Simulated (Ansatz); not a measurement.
Relaxed Sr3Ti2O7 (space group I4/mmm):

```
Sr3Ti2O7
1.0
   -1.92337     1.92337    10.00555
    1.92337    -1.92337    10.00555
    1.92337     1.92337   -10.00555
Sr Ti O
3 2 7
Direct
  0.31571   0.31571   0.00000
  0.68429   0.68429   0.00000
  0.50000   0.50000   0.00000
  0.09779   0.09779   0.00000
  0.90221   0.90221   0.00000
  0.40382   0.90382   0.50000
  0.59618   0.09618   0.50000
  0.90382   0.40382   0.50000
  0.09618   0.59618   0.50000
  0.80561   0.80561   0.00000
  0.19439   0.19439   0.00000
  0.00000   0.00000   0.00000
```

The atoms are displaced by Q × the pattern below (from a DFPT mode at Γ, largest move 1; Q in Å), at fixed cell. It is one choice among 3 degenerate patterns.

```json
[
 {"atom": "Sr1", "x": "0.000", "y": "0.000", "z": "1.000"},
 {"atom": "Sr2", "x": "0.000", "y": "0.000", "z": "-1.000"},
 {"atom": "Ti4", "x": "0.000", "y": "0.000", "z": "-0.203"},
 {"atom": "Ti5", "x": "0.000", "y": "0.000", "z": "0.203"},
 {"atom": "O6", "x": "0.000", "y": "0.000", "z": "0.420"},
 {"atom": "O7", "x": "0.000", "y": "0.000", "z": "-0.420"},
 {"atom": "O8", "x": "0.000", "y": "0.000", "z": "0.420"},
 {"atom": "O9", "x": "0.000", "y": "0.000", "z": "-0.420"},
 {"atom": "O10", "x": "0.000", "y": "0.000", "z": "0.269"},
 {"atom": "O11", "x": "0.000", "y": "0.000", "z": "-0.269"}
]
```

Atoms not listed stay in place.

These are LDA (plane waves to 420 eV, PAW, scalar-relativistic; Ansatz, an electronic-structure program) values and carry that method's errors. k mesh 10×10×10 (Γ-centred), Fermi-Dirac smearing 0.05 eV. E stands for the smeared free energy. Sr3Ti2O7 is run without spin polarisation. Sr3Ti2O7 was relaxed with its symmetry unable to fall. The zero of ΔE is the undisplaced structure.

```
Q (Å)   ΔE (meV/cell)
------  -------------
-0.100          139.1
-0.067           59.5
-0.033           14.3
0.000             0.0
0.033            13.5
0.067            52.4
0.100           114.6
```

Problem. Which DFPT wavenumber at Γ belongs to this mode?
A. 188 cm⁻¹
B. 489 cm⁻¹
C. 708 cm⁻¹
D. 87 cm⁻¹

Solution. A, 188 cm⁻¹. The curvature of the scan gives 188 cm⁻¹

(A displaced cell: forces are minus the slopes of the energy, force constants its curvatures, and phonons follow from these.)
